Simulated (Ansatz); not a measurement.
GaSb (CsCl type, space group No. 221) under volume change, r²SCAN in the plane-wave PAW code Ansatz, scaled uniformly.

```
V (Å³/atom)  E − E(relaxed) (meV/atom)  P (GPa)
-----------  -------------------------  -------
20.839                            39.9     6.66
21.526                            17.1     4.08
22.213                               ?        ?
22.900                             0.0     0.12
23.587                             2.4    -1.17
24.274                               ?        ?
24.961                            22.7    -3.53
```

### Question
What belongs in the gaps?

### Answer

- 22.213, E − E(relaxed) (meV/atom): 4.3
- 22.213, P (GPa): 1.94
- 24.274, E − E(relaxed) (meV/atom): 10.0
- 24.274, P (GPa): -2.38

### Question
What does a third-order Birch–Murnaghan fit give for V₀, B₀ and B′?

### Answer
V₀ = 22.99 Å³/atom, B₀ = 52.2 GPa, B′ = 5.3.

Space group Pm-3m (CsCl type). The cell is a constructed one: a structure type filled with these elements; neither database checked (COD, Materials Project) lists it. It is not the phase usual at ambient conditions (space group No. 216). Symmetry was held in the r²SCAN relaxation; whether a distortion lowers the energy is not shown. Scalar-relativistic: spin–orbit coupling is off unless named, which matters more the heavier the elements.

Potentials: the later of the program's two PAW sets.
